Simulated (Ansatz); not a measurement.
Consider the following.

BN:
```
BN
1.0
   -1.31152     2.57404     2.89620
    1.31152    -2.57404     2.89620
    1.31152     2.57404    -2.89620
B N
1 1
Direct
  0.00000   0.00000   0.00000
  0.00000   0.50000   0.50000
```

This is the PBE-relaxed structure. x, y and z are the axes in which the lattice vectors are written.

**Question.** All from DFT-PBE in the program Ansatz with PAW potentials, unless another level is named. Estimate the formation energy from the elements (no fitted shifts).

**Answer.** -0.44 eV/atom.

**Question.** Predict the valence-band maximum.

**Answer.** off the standard path, at k = (-0.010, 0.490, 0.010).

**Question.** Predict the conduction-band minimum.

**Answer.** at T (k = 0.000, 0.000, 0.500) (2 equivalent valleys).

Space group Immm. A made-up cell: these elements were put on the sites of a structure type; neither database checked (COD, Materials Project) lists it. It is not the phase usual at ambient conditions (space group No. 186, 194, 216). Symmetry was held in the PBE relaxation; its stability against distortions is not shown here. The references are the lowest solids computed at this level, not always the standard phases (solids in place of the gases).

Potentials: the later of the program's two PAW sets.
